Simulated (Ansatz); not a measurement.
ZnS with Cr replacing Zn: do the settings matter for the field gradients?

Cell: a supercell of ZnS (space group P6_3mc) built from an entry of the Crystallography Open Database (COD) (the entry's cell lengths or inner coordinates differ somewhat from later room-temperature determinations), with all atoms left at the host's positions.

Space group P3m1 (No. 156); a = 7.6240, c = 18.6900 Å, γ = 120.00°.

```
site  Wyckoff  site symmetry       x       y       z
 Zn1       3d            .m.  0.6667  0.8333  0.0000
 Zn2       1c            3m.  0.6667  0.3333  0.0000
 Zn5       3d            .m.  0.6667  0.8333  0.5000
 Zn6       1c            3m.  0.6667  0.3333  0.5000
 Zn9       3d            .m.  0.8333  0.1667  0.1667
Zn12       1b            3m.  0.3333  0.6667  0.1667
Zn13       1a            3m.  0.0000  0.0000  0.6667
Zn14       3d            .m.  0.0000  0.5000  0.6667
  Cr       1a            3m.  0.0000  0.0000  0.3333
Zn18       3d            .m.  0.0000  0.5000  0.3333
Zn21       3d            .m.  0.8333  0.1667  0.8333
Zn24       1b            3m.  0.3333  0.6667  0.8333
 S25       3d            .m.  0.6667  0.8333  0.1250
 S26       1c            3m.  0.6667  0.3333  0.1250
 S29       3d            .m.  0.6667  0.8333  0.6250
 S30       1c            3m.  0.6667  0.3333  0.6250
 S33       3d            .m.  0.8333  0.1667  0.2917
 S36       1b            3m.  0.3333  0.6667  0.2917
 S37       1a            3m.  0.0000  0.0000  0.7917
 S38       3d            .m.  0.0000  0.5000  0.7917
 S41       1a            3m.  0.0000  0.0000  0.4583
 S42       3d            .m.  0.0000  0.5000  0.4583
 S45       3d            .m.  0.8333  0.1667  0.9583
 S48       1b            3m.  0.3333  0.6667  0.9583
```

One atom of each set is listed.

Reference run. All values are calculated (Ansatz; DFT, PBE, plane waves and PAW, scalar-relativistic, collinear spin, 420 eV cutoff, Γ-centred 3×3×1 k-points, Fermi–Dirac smearing 0.01 eV, cell charge +1), not measured. Start moments as typed (μB): 3 on each Cr, none on the rest.

(1) The input is changed as follows: `kpoints.mp_grid.shift`: not typed → [0.5, 0.5, 0.0]. What happens to V_zz (10²¹ V/m²) and η?

Answers

(1) 

```
site  V_zz reference  η reference  V_zz changed  η changed
Zn16           -0.26         0.77         -0.30       0.58
  Cr            4.43         0.00          4.13       0.10
Zn18            1.29         0.95         -1.32       0.92
 S29            1.74         0.12          1.84       0.10
 S31            1.74         0.12          1.87       0.16
 S33            0.33         0.83          0.43       0.30
 S34            0.33         0.83          0.48       0.66
 S37            0.54         0.00          0.68       0.17
 S38            0.55         0.07          0.68       0.20
 S40            0.55         0.07          0.69       0.12
 S41            2.52         0.00          2.49       0.13
 S45            0.24         0.36          0.29       0.63
```

The largest change of V_zz along a kept axis is on Cr, from 4.43 to 4.13. In per cent, |V_zz| changes by -7 on Cr, -1 on S (all sites that start above 2). Where |V_zz| stays above 0.1 and the axes keep their order, η moves most on S45, from 0.36 to 0.63. On S40, Zn22 (not all in the table) V_xx and V_yy change places (or their axes turn by over 50°), so the two values of η hide a larger change. On Zn18, S33, S48 (not all in the table) the largest principal value lies along another axis in the second run, so the two V_zz can't be compared directly. The table leaves out 24 of the 36 sites, with |V_zz| up to 1.88; their tensors move by 0.09 at most along any direction. The statements above cover all sites. That the mesh alone moves the values this far shows that they aren't yet converged in k-points. Symmetry makes η zero on Cr, S37, S41; the changed mesh lacks the crystal's symmetry, and the η that it gives there is an artefact. SCF iterations: 16 and 14. New warnings: symmetry narrowed by mesh.

On the reference run: The defect repeats with the cell of 48 atoms, so it feels its images: sites between two images don't show the values beside a lone defect, and zeros or small values of η there can come from the images' arrangement. S and Zn carry a gradient in the pure host already, so the values there aren't the defect's effect alone. The partly filled level is held symmetric here, which is probably an artefact: real centres of this kind distort or bind the carrier to one neighbour. A uniform background compensates the cell's charge. The defect cell has no gap above 0.1 eV on its mesh, so the values can hang on the smearing and the k-mesh. The program didn't check the stability of this electronic state in full, so a lower one may lie near. The neighbours have not yet relaxed around the defect (largest force 0.78 eV/Å), and relaxing can change the values around it severalfold.
